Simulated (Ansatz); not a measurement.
BeAu2 (MoSi2 or CaC2 type, space group No. 139), PBE in the plane-wave PAW code Ansatz, all energies at zero smearing, with the estimated change up to a 700 eV cutoff added, with one set of potentials and settings (totals compare only within such a set). Cell of 3 atoms (1 Be, 2 Au): -26391.844 eV.

```tsv
element	reference phase	E (eV/atom)
Be	P6_3/mmc, 2 atoms in the cell	-92.7620
Au	Fm-3m, 1 atoms in the cell	-13149.3277
```

Formation energy per atom, worked out: (-26391.844 − 1×(-92.7620) − 2×(-13149.3277))/3 = -0.142 eV/atom (-14 kJ per mol of atoms), at 0 K, without zero-point energy or fitted corrections.

Space group I4/mmm (MoSi2 or CaC2 type). The first step of the workflow began from a Materials Project structure, measured or hypothetical; the Crystallography Open Database copy checked does not list it. Whether it is the stable phase at ambient conditions was not checked. The PBE relaxation kept the symmetry of its start; its stability against distortions is not shown here. The references are the lowest solids computed at this level, not always the standard phases. Scalar-relativistic: spin–orbit coupling is off unless named, which matters more the heavier the elements.

Potentials: the later of the program's two PAW sets.
